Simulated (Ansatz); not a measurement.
MoRh₃: computed property card

MoRh3:
```
MoRh3
1.0
    5.42992     0.00000     0.00000
   -2.71496     4.70245     0.00000
    0.00000     0.00000     4.32030
Mo Rh
2 6
Direct
  0.33333   0.66667   0.25000
  0.66667   0.33333   0.75000
  0.83329   0.66658   0.25000
  0.16671   0.83329   0.75000
  0.33342   0.16671   0.25000
  0.16671   0.33342   0.75000
  0.83329   0.16671   0.25000
  0.66658   0.83329   0.75000
```

Space group P6_3/mmc (No. 194); conventional cell a = 5.430 Å, b = 5.430 Å, c = 4.320 Å, α = 90.00°, β = 90.00°, γ = 120.00°.

Method: plane-wave PAW PBEsol (Ansatz code). The cell and atoms are relaxed at this level. Other levels are named where they apply.

Cell and energy:

Volume per atom: 13.79 Å³
Density: 12.18 g/cm³
Formation energy from the elements (no fitted shifts): -0.28 eV/atom

Electronic structure:

- Electronic character = metallic (no gap)
- Density of states at the Fermi level = 0.85 states/eV per atom (mean over ±0.08 eV)
- Gap with spin–orbit coupling = none (metallic)

Mechanics:

Bulk modulus (Birch–Murnaghan fit): 3040 kbar
Pressure derivative B′: 4.9
Elastic constants (relaxed ions, GPa): C11 = 516, C12 = 191, C13 = 192, C33 = 567, C44 = 134
Mechanical stability: stable (all eigenvalues of C positive)
Hill bulk and shear moduli: 305 and 153 GPa
Young's modulus: 394 GPa
Poisson's ratio: 0.29
Debye temperature from the elastic constants: 491 K

Charges:

- Bader charges: Mo +0.96, Rh -0.32 e

The workflow started from an entry of the Crystallography Open Database (COD). Whether it is the stable phase at ambient conditions was not checked. The cell was relaxed with PBEsol under the symmetry of its start; its stability against distortions is not shown here. The run is not spin-polarised. As this level gives no gap, shear constants depend on the k-mesh and smearing (Fermi–Dirac, 0.1 eV here). Axis ratios of metals converge slowly with the k-mesh, so a and c are less sure than the volume. The references are the lowest solids computed at this level, not always the standard phases. Spin–orbit coupling is left out wherever it is not named.

Potentials: the later of the program's two PAW sets.
